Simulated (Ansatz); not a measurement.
The relaxed structure here is a generated cell of Rh: the first start was made by placing the elements on the sites of a structure type, and the end was not matched to a known phase here, so it may be hypothetical. Known forms of Rh include space group No. 225.

A relaxed cell of Rh (Pm-3m (No. 221)), relaxed on a k-mesh at least as fine as the one used below. Calculation: r2SCAN (plane waves to 500 eV, PAW, scalar-relativistic; Ansatz, a program for electronic structure). Γ-centred k-mesh 7×13×13 on the run's cell (coarser than for final values), Fermi–Dirac smearing 0.05 eV.

```xyz
2
Lattice="5.0246 0.0000 0.0000 0.0000 2.5123 0.0000 0.0000 0.0000 2.5123" Properties=species:S:1:pos:R:3 pbc="T T T"
Rh     0.0000     0.0000     0.0000
Rh     2.5123     0.0000     0.0000
```

The atoms are displaced by (Å):

| atom | ux | uy | uz |
|---|---|---|---|
| Rh1 | 0.096 | 0.034 | 0.077 |
| Rh2 | 0.016 | 0.172 | -0.036 |

Q: What forces (eV/Å) and pressure result?

A: 
| atom | Fx | Fy | Fz |
|---|---|---|---|
| Rh1 | -0.42 | -0.02 | 0.01 |
| Rh2 | 0.42 | 0.02 | -0.01 |

Pressure +0.6 GPa.

The undisplaced cell is probably no minimum: from this displacement the run went on to I4/mmm (No. 139), 0.45 eV/atom below it.

No spin polarisation in the result.
